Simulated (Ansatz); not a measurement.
## Profile along the Os–Os line in Os (hcp, Mg type)

Os (hcp, Mg type), conventional cell a = b = 2.7549 Å, c = 4.3443 Å, α = β = 90.00°, γ = 120.00°. The calculation uses the primitive cell of 2 atoms, to which meshes and values per cell refer.

Fields along a shortest Os–Os line of a (0001) plane (2.75 Å), from Os to Os, interpolated on the slice's grid (step about 0.2 Å). Method: PBE (plane waves to 420 eV, PAW, scalar-relativistic; Ansatz, a quantum-chemistry and plane-wave program). k mesh 19×19×11. These are valence fields of a PAW run, semicore shells included where kept as valence: close to a nucleus they are smooth pseudo fields. Os is run without spin polarisation. Os was relaxed with its symmetry unable to fall. Spin-orbit coupling is left out, though Os is heavy.

```tsv
distance from Os (Å)	valence electron density (e/Å³)	electron localisation function
0.00	7.77	x
0.28	7.85	x
0.55	5.16	0.69
0.83	1.64	0.45
1.10	0.58	0.29
1.38	0.43	0.39
1.65	0.58	0.29
1.93	1.64	0.45
2.20	5.16	0.69
2.48	7.85	x
2.75	7.77	x
```

x: too close to a nucleus for the ELF to mean much.

Density on the Os–Os line (2.75 Å) at its midpoint: 0.43 e/Å³. ELF at that point: 0.39.
